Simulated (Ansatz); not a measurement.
Sb (dhcp): energy against volume

Theory: Ansatz, DFT, PBEsol, plane waves (420 eV) with PAW, scalar-relativistic. The PAW files were generated under PBE, with cores re-solved for the functional.

The cell is scaled uniformly from the relaxed one, with fractional coordinates and shape fixed. Energies are extrapolated to zero smearing, pressures are those at the given smearing. Magnetic state: spin not included.

A Birch-Murnaghan fit gives V₀ = 26.20 Å³/atom, B₀ = 69 GPa, B₀′ = 4.4.

Task: What are the energy above the minimum and the pressure at 22.994 Å³/atom?

Result: 106.5 meV/atom and 11.96 GPa as computed.

Task: What are the energy above the minimum and the pressure at 27.175 Å³/atom?

Result: 7.3 meV/atom and -2.28 GPa as computed.

Task: What are the energy above the minimum and the pressure at 29.265 Å³/atom?

Result: 63.1 meV/atom and -5.86 GPa as computed.
